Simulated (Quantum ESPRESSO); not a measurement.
GaMg2S3Cl, convergence and cost over cutoff and k mesh

Simulated, not a measurement. The program is pw.x of Quantum ESPRESSO 7.5 (plane-wave density functional theory). The cell is made up: 7 atoms on a zincblende/diamond lattice with one site empty, with randomly drawn elements, strain and displacements, not relaxed. PseudoDojo standard norm-conserving files (v0.5 for PBE, v0.4.1 for LDA and PBEsol) set the functional; there is no spin polarisation, spin-orbit coupling or dispersion term, and the masses in the input are unused placeholders.

Input of the run in row 4:

```
&control calculation='scf', pseudo_dir='./dojo.nc.sr.pbe.v0_5.standard.upf', outdir='./o', disk_io='medium', tprnfor=.true., tstress=.true. /
&system ibrav=0, nat=7, ntyp=4, nbnd=35, ecutwfc=84.00895049, nosym=.true., tot_charge=0,
 occupations='smearing', smearing='fd', degauss=0.0018374661
/
&electrons conv_thr=7.350e-09, electron_maxstep=60, /
ATOMIC_SPECIES
Cl 1.0 Cl.upf
Ga 1.0 Ga.upf
Mg 1.0 Mg.upf
S 1.0 S.upf
CELL_PARAMETERS angstrom
5.3119 0.003 -0.0224
0.003 5.4905 0.0716
-0.0224 0.0716 5.3504
ATOMIC_POSITIONS angstrom
Ga 0.0101 2.731 2.7053
Mg 2.6478 0.0022 2.6501
Mg 2.6228 2.7805 0.0564
S 1.3069 1.4178 1.3258
Cl 1.2989 4.1631 4.0985
S 3.996 1.403 4.0059
S 3.9598 4.0926 1.3733
K_POINTS automatic
4 4 4 1 1 1
```

The same cell was run at these settings. Meshes are shifted by half a step, and differences are from the last row, which is itself not exact.

```
cutoff (eV)     k mesh  k points solved  threshold (eV)  free energy less the last row's (eV)  pressure (GPa)  largest stress difference (GPa)  largest force difference (eV/Å)  iterations  wall time (s)  k-point pools              processor
        800  2 x 2 x 2                4           1e-04                                 2.340          -14.99                            20.30                            0.042           6             35              1  AMD EPYC, Zen 5 class
       1143  2 x 2 x 2                4           1e-07                                 0.080            5.37                             0.19                            0.037           9             67              1  AMD EPYC, Zen 5 class
        697  4 x 4 x 4               32           1e-07                                10.619          -64.37                            69.60                            0.034           9            166              1  AMD EPYC, Zen 5 class
       1143  4 x 4 x 4               32           1e-07                                 0.002            5.19                             0.01                            0.003           9            337              1  AMD EPYC, Zen 5 class
       1437  6 x 6 x 6              108           1e-07                                 0.000            5.20                             0.00                            0.000           9           1012              1  AMD EPYC, Zen 5 class
```

Each pool is one process. Wall times include start-up and a band step at six k points, which weighs most on the coarsest meshes. The runs were on shared virtual cores whose load varied, so times are rough.